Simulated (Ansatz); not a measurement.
Relaxed-ion elastic tensor of AlN in space group P6_3mc (No. 186; Pearson symbol hP12) in GPa (Voigt order), r²SCAN (plane waves, PAW; program Ansatz); density 3.27 g/cm³, 10.42 Å³ per atom.

```
 404   146  86.5   0.0   0.0   0.0
 146   404  86.5   0.0   0.0   0.0
86.5  86.5   448   0.0   0.0   0.0
 0.0   0.0   0.0   116   0.0   0.0
 0.0   0.0   0.0   0.0   116   0.0
 0.0   0.0   0.0   0.0   0.0   129
```

Problem. Is the crystal mechanically stable?

Solution. Yes: the smallest eigenvalue of C is 116 GPa.

Problem. Work out the Voigt, Reuss and Hill averages.

Solution. K_V = 211, K_R = 211, K_H = 211; G_V = 135, G_R = 131, G_H = 133 GPa.

Problem. Give Young's modulus, Poisson's ratio, Pugh's ratio and the universal anisotropy index.

Solution. E = 9KG/(3K + G) = 329 GPa; ν = 0.24; K/G = 1.58 (brittle by the Pugh limit of 1.75); A_U = 5G_V/G_R + K_V/K_R − 6 = 0.14.

Problem. Estimate the sound speeds and the Debye temperature.

Solution. v_l = √((K + 4G/3)/ρ) = 10900 m/s, v_t = √(G/ρ) = 6380 m/s, mean 7070 m/s; Θ = (h/k)(3n/4πV)^(1/3) v_m = 964 K.

Problem. Solve the Christoffel equation for the three sound speeds along x, y, z.

Solution. Eigenvalues of C_ijkl n_j n_l equal ρv² (piezoelectric stiffening left out). In km/s, slowest first: x 5.97, 6.28, 11.13; y 5.97, 6.28, 11.13; z 5.97, 5.97, 11.72.

Problem. How much does each axis shrink under pressure?

Solution. Linear compressibilities β_i = Σ_j S_ij (j = 1 to 3): x 1.6, y 1.6, z 1.6 per TPa.

The cell is a constructed one: a structure type filled with these elements. Its sites differ from those of the usual phase in this space group: another stacking or structure type. The cell was relaxed with r²SCAN under the symmetry of its start; phonons on a q-mesh show no instability.

Potentials: the later of the program's two PAW sets.
